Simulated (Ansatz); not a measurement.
Input for Ansatz (plane-wave DFT, PAW):

```yaml
crystal:
  lattice:
    - [3.1853101176, 0.0, 0.0]
    - [-1.5926550588, 2.7585594808, 0.0]
    - [0.0, 0.0, 14.7393137561]
  atoms:
    - { symbol: Mo, position: [0.3333333333, 0.6666666667, 0.25] }
    - { symbol: Mo, position: [0.6666666667, 0.3333333333, 0.75] }
    - { symbol: S, position: [0.3333333333, 0.6666666667, 0.6440064111] }
    - { symbol: S, position: [0.6666666667, 0.3333333333, 0.1440064111] }
    - { symbol: S, position: [0.3333333333, 0.6666666667, 0.8559935889] }
    - { symbol: S, position: [0.6666666667, 0.3333333333, 0.3559935889] }
basis:
  ecutwfc: 420
kpoints:
  mp_grid: { grid: [12, 12, 2] }
  band_path:
    path:
      - [[0.0, 0.0, 0.0], [0.5, 0.0, 0.0], [0.33333333, 0.33333333, 0.0], [0.0, 0.0, 0.0], [0.0, 0.0, 0.5], [0.5, 0.0, 0.5], [0.33333333, 0.33333333, 0.5], [0.0, 0.0, 0.5]]
      - [[0.5, 0.0, 0.5], [0.5, 0.0, 0.0]]
      - [[0.33333333, 0.33333333, 0.5], [0.33333333, 0.33333333, 0.0]]
    npoints: 14
hamiltonian:
  xc: pbe
scf:
  occupations: { method: gaussian, width: 0.02 }
  n_extra_bands: 15
output:
  forces: true
  stress: true
  eigenvalues: true
  populations: true
  dos: { projected: true, de: 0.02, nscf_kmesh: { grid: [18, 18, 3] } }
  bader: true
```

Command:
```bash
ansatz run input.yaml --threads 2 --pin off --max-ram 5120MiB --backend cpu --events-out ev --progress --plain --runs-dir out
```

Method: DFT PBE, scalar-relativistic, plane waves, PAW in Ansatz 0.2.0.

Abridged output (iterations and final results):

```
SCF iter   1: F=—  HF=-13525.628014 eV  |F-HF|=—  |Δ(HF+E_count)|=         —  Δρ=5.00e-3  dr2=1.43e-2  ethr=1.77e-3  ⟨swp⟩=7.8  Hψ=7901  notcnv=0  defer=49
SCF iter   2: F=—  HF=-13525.636319 eV  |F-HF|=—  |Δ(HF+E_count)|=   8.31e-3  Δρ=2.84e-3  dr2=3.63e-3  ethr=2.75e-5  ⟨swp⟩=3.0  Hψ=3020  notcnv=0  defer=266
SCF iter   3: F=—  HF=-13525.640312 eV  |F-HF|=—  |Δ(HF+E_count)|=   3.99e-3  Δρ=1.36e-3  dr2=1.74e-3  ethr=6.99e-6  ⟨swp⟩=2.4  Hψ=2246  notcnv=0  defer=266
SCF iter   4: F=—  HF=-13525.641313 eV  |F-HF|=—  |Δ(HF+E_count)|=   1.00e-3  Δρ=1.31e-4  dr2=3.54e-5  ethr=3.35e-6  ⟨swp⟩=2.0  Hψ=1979  notcnv=0  defer=266
SCF iter   5: F=—  HF=-13525.641276 eV  |F-HF|=—  |Δ(HF+E_count)|=   3.61e-5  Δρ=5.03e-5  dr2=1.18e-5  ethr=6.81e-8  ⟨swp⟩=2.0  Hψ=1972  notcnv=0  defer=266
SCF iter   6: F=—  HF=-13525.641276 eV  |F-HF|=—  |Δ(HF+E_count)|=   4.46e-7  Δρ=2.34e-5  dr2=2.12e-6  ethr=2.26e-8  ⟨swp⟩=2.4  Hψ=1658  notcnv=0  defer=266
SCF iter   7: F=-13525.641276 eV  HF=-13525.641276 eV  |F-HF|=3.80e-8  |Δ(HF+E_count)|=   3.95e-7  Δρ=3.31e-6  dr2=2.36e-8  ethr=1.92e-10  ⟨swp⟩=11.5  Hψ=8623  notcnv=0
SCF 1 converged in 7 iterations: F = -13525.641276 eV  dr2 = 2.36e-8
SCF converged after 7 iterations
Free energy (F): -13525.641276 eV
Harris-Foulkes:  -13525.641276 eV  (|F-HF|=3.80e-8)
Internal energy: -13525.641276 eV  (E = F + TS)
E sigma→0 (E₀):  -13525.641276 eV
Fermi energy:    8.378242 eV
--- Per-component energies (eV) ---
  E_band       = -456.164494
  E_kinetic    = 1309.807972
  E_local      = -5764.359921  (includes V_loc(G=0)·N_el)
  E_nonlocal   = 398.131675
  E_hartree    = 2357.764987
  E_xc         = -756.101700
  E_vxc        = -808.728506  (∫ρ·V_xc dr)
  E_paw        = -8802.942444  (= ΣΔE_a)
  E_vpaw       = -306.537548  (= ΣTr[D̂ρ^β])
  E_aug_tail   = 0.000084  (compensation charges beyond the density's cutoff)
  E_ewald      = -2267.941929
  E_smearing   =  0.000000  (= −TS)
--- Forces (eV/Å), atoms counted from 1 ---
  atom   1  Mo     0.00000000     0.00000000     0.00000000
  atom   2  Mo     0.00000000     0.00000000     0.00000000
  atom   3  S      0.00000000     0.00000000    -0.00461246
  atom   4  S      0.00000000     0.00000000    -0.00461246
  atom   5  S      0.00000000     0.00000000     0.00461246
  atom   6  S      0.00000000     0.00000000     0.00461246
--- Stress (GPa, compression-positive) ---
       -0.005045       0.000000       0.000000
        0.000000      -0.005045       0.000000
        0.000000       0.000000       0.043118
  P = ⅓ Tr σ = 0.0110 GPa (0.110 kbar)
--- Band table (eV; the first three rows and the last of 38) ---
  k-point 0: bands = ["-53.4305", "-53.4305", "-27.5650", "-27.5650", "-27.3610", "-27.3610", "-27.3610", "-27.3610", "-6.6441", "-6.6227", "-5.3477", "-5.3086", "1.7611", "1.9387", "4.8327", "4.8327", "4.8333", "4.8333", "5.3870", "5.9358", "5.9358", "5.9380", "5.9380", "5.9946", "7.2536", "7.6607", "10.1948", "10.1948", "10.1968", "10.1968", "10.4389", "10.4389", "10.4502", "10.4502", "13.3034", "13.6605", "14.4466", "14.6278", "16.4066", "16.4667", "18.1478"]
  k-point 1: bands = ["-53.4305", "-53.4305", "-27.5650", "-27.5650", "-27.3610", "-27.3610", "-27.3610", "-27.3610", "-6.6336", "-6.6336", "-5.3280", "-5.3280", "1.8466", "1.8466", "4.8330", "4.8330", "4.8330", "4.8330", "5.6605", "5.6605", "5.9369", "5.9369", "5.9369", "5.9369", "7.4913", "7.4913", "10.1958", "10.1958", "10.1958", "10.1958", "10.4446", "10.4446", "10.4446", "10.4446", "13.4842", "13.4842", "14.5132", "14.5132", "16.4356", "16.4356", "18.1715"]
  k-point 2: bands = ["-53.4280", "-53.4280", "-27.5601", "-27.5601", "-27.3863", "-27.3863", "-27.3667", "-27.3667", "-6.5422", "-6.5209", "-5.3052", "-5.2674", "1.8779", "2.0547", "4.6052", "4.6064", "4.9391", "4.9400", "5.0238", "5.3180", "5.7734", "5.7760", "6.1573", "6.4409", "7.2299", "7.5702", "10.0514", "10.0806", "10.1302", "10.2278", "10.3224", "10.3363", "10.3717", "10.3772", "13.7052", "14.1397", "14.6921", "14.7281", "16.8590", "16.9347", "17.7424"]
  k-point 37: bands = ["-53.3888", "-53.3888", "-27.6380", "-27.6380", "-27.5955", "-27.5955", "-27.4816", "-27.4816", "-4.5127", "-4.5127", "-4.4310", "-4.4310", "2.0600", "2.0600", "2.8744", "2.8744", "3.3924", "3.3924", "3.8966", "3.8966", "4.5853", "4.5853", "5.3017", "5.3017", "7.4233", "7.4233", "9.0964", "9.0964", "10.5013", "10.5013", "10.9656", "10.9656", "12.2740", "12.2740", "14.6368", "14.6368", "15.0380", "15.0380", "16.7680", "16.7680", "18.6463"]
--- Löwdin populations: 6 sites ---
  site symbol q [e]
     0     Mo     13.6635
     1     Mo     13.6635
     2      S      6.0675
     3      S      6.0675
     4      S      6.0675
     5      S      6.0675
  spilling = 0.007750 (of n_electrons = 52.000000)
--- Bader charges: 6 sites ---
  site symbol charge [e]  shift [e]
     0     Mo      1.2402     0.0019
     1     Mo      1.2403     0.0019
     2      S     -0.6201     0.0010
     3      S     -0.6201     0.0010
     4      S     -0.6201     0.0010
     5      S     -0.6201     0.0010
  estimated error of the sums over rays = 2.5e-4 e
```

The run converged.

The run took 64 s on 2 threads of Intel(R) Xeon(R) Platinum 8259CL CPU @ 2.50GHz (Skylake/Cascade Lake) (shared host), peak memory 0.69 GiB.

The cell holds layers, and where no dispersion correction was added their binding is poorly described.